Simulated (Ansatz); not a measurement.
NaTcO4:
```
NaTcO4
1.0
   -2.65210     2.65210     5.83110
    2.65210    -2.65210     5.83110
    2.65210     2.65210    -5.83110
Tc Na O
2 2 8
Direct
  0.75000   0.25000   0.50000
  0.00000   0.00000   0.00000
  0.25000   0.75000   0.50000
  0.50000   0.50000   0.00000
  0.53471   0.39978   0.60017
  0.14978   0.04961   0.36507
  0.79961   0.93454   0.39983
  0.68454   0.78471   0.63493
  0.21529   0.85022   0.89983
  0.60022   0.20039   0.13493
  0.95039   0.31546   0.10017
  0.06546   0.46529   0.86507
```

Relaxed with r²SCAN. Special points in fractions of this cell's reciprocal vectors: Γ (0.000, 0.000, 0.000); X (0.000, 0.000, 0.500); P (0.250, 0.250, 0.250); N (0.000, 0.500, 0.000); M (0.500, 0.500, -0.500); S (0.302, 0.698, -0.302); S0 (-0.302, 0.302, 0.302); R (-0.103, 0.103, 0.500); G (0.500, 0.500, -0.103).

### Question
List the band energies nearest the valence-band maximum at these points for plane-wave PAW r²SCAN (Ansatz code).

### Answer
In eV from the valence-band maximum; about four levels below and three above (degenerate sets whole), none deeper than 8.9 eV; points with the same levels are listed once.

```tsv
k	below	above
Γ	-0.74 -0.22 0.00 0.00	3.19 3.46 3.97
X	-0.43 -0.43 -0.38 -0.38	3.76 3.76 3.94 3.94
P	-0.45 -0.45 -0.38 -0.38	3.76 3.76 3.94 3.94
N	-0.47 -0.44 -0.25 -0.16	3.47 3.78 3.85
M	-0.23 -0.23 -0.14 -0.14	3.43 3.43 3.77 3.77
S	-0.48 -0.35 -0.18 -0.17	3.49 3.75 3.83
R	-0.52 -0.41 -0.34 -0.26	3.73 3.74 3.91
```

Space group I4_1/a. The workflow started from an entry of the Crystallography Open Database (COD, 296 K). Whether it is the stable phase at ambient conditions was not checked. The cell was relaxed with r²SCAN under the symmetry of its start; its stability against distortions is not shown here. The run is not spin-polarised. Scalar-relativistic: spin–orbit coupling is off unless named, which matters more the heavier the elements.

Potentials: the later of the program's two PAW sets (Tc and Pm come from another file).
